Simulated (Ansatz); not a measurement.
CaF2 (fluorite)

```xyz
3
Lattice="0.0000 2.7555 2.7555 2.7555 0.0000 2.7555 2.7555 2.7555 0.0000" Properties=species:S:1:pos:R:3 pbc="T T T"
Ca     0.0000     0.0000     0.0000
F      1.3777     1.3777     1.3777
F      4.1332     4.1332     4.1332
```

The slice is a {111} plane (indices of the conventional cell) through the point (0.750, 0.750, 0.750) (fractional), spanned by u = [100] and v = [-1 2 0] in vectors of this cell: u (3.90 Å) and v (6.75 Å, at 90° to u). It covers one period; positions are fractions (u, v).

Computed with PBE (plane waves to 420 eV, PAW, scalar-relativistic; Ansatz, an electronic-structure program). k mesh 10×10×10. Inside the PAW spheres the values are not all-electron values, and peaks at nuclei hang on which shells count as valence. CaF2 was relaxed with its symmetry unable to fall.

### Question
Predict the map of the electron localisation function (ELF) on the slice.

### Answer
```
v \ u  0.00  0.17  0.33  0.50  0.67  0.83
-----  ----  ----  ----  ----  ----  ----
0.90   0.80  0.61  0.04  0.02  0.04  0.61
0.80   0.04  0.02  0.01  0.03  0.01  0.02
0.70   0.73  0.29  0.02  0.08  0.02  0.29
0.60   0.60  0.09  0.54  0.80  0.54  0.10
0.50   0.02  0.06  0.81     x  0.81  0.06
0.40   0.02  0.04  0.61  0.80  0.61  0.04
0.30   0.03  0.01  0.02  0.04  0.02  0.01
0.20   0.08  0.02  0.29  0.73  0.29  0.02
0.10   0.80  0.54  0.10  0.60  0.09  0.54
0.00      x  0.81  0.06  0.02  0.06  0.81
```

Values: electron localisation function (ELF). Points within 0.5 Å of a nucleus are blanked (x), as the pseudised field means little there.
